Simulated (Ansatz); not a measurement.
Be5Au:
```xyz
6
Lattice="0.0000 3.0360 3.0360 3.0360 0.0000 3.0360 3.0360 3.0360 0.0000" Properties=species:S:1:pos:R:3 pbc="T T T"
Be     2.2786     3.7935     3.7935
Be     2.2786     2.2786     2.2786
Be     3.7935     3.7935     2.2786
Be     3.7935     2.2786     3.7935
Be     4.5541     4.5541     4.5541
Au     0.0000     0.0000     0.0000
```

Relaxed with PBEsol. Special points in fractions of this cell's reciprocal vectors: Γ (0.000, 0.000, 0.000); X (0.500, 0.000, 0.500); U (0.625, 0.250, 0.625); K (0.375, 0.375, 0.750); L (0.500, 0.500, 0.500); W (0.500, 0.250, 0.750).

Question: List the band energies nearest the Fermi level at these points for PBEsol (plane waves, PAW; program Ansatz).

Answer: In eV from the Fermi level; about four levels below and three above (degenerate sets whole), none deeper than 8.9 eV; points with the same levels are listed once.

```csv
k,below,above
Γ,-4.33 -1.39 -1.39 -1.39,1.57 1.84 1.84 1.84
X,-4.87 -4.87 -3.47 -1.53,4.34 5.20 5.20
U,-5.42 -4.06 -2.88 -0.37,2.70 3.19 5.28
L,-6.44 -3.77 -2.66 -2.66,0.89 0.89 1.84
W,-5.65 -4.91 -1.32 -0.91,2.09 2.63 5.40
```

Space group F-43m. The first step of the workflow began from a Materials Project structure, measured or hypothetical; the Crystallography Open Database files this formula in space group No. 216, but the cells were not matched. Whether it is the stable phase at ambient conditions was not checked. The PBEsol relaxation kept the symmetry of its start; its stability against distortions is not shown here. Spin–orbit coupling is left out wherever it is not named.

Potentials: the later of the program's two PAW sets.
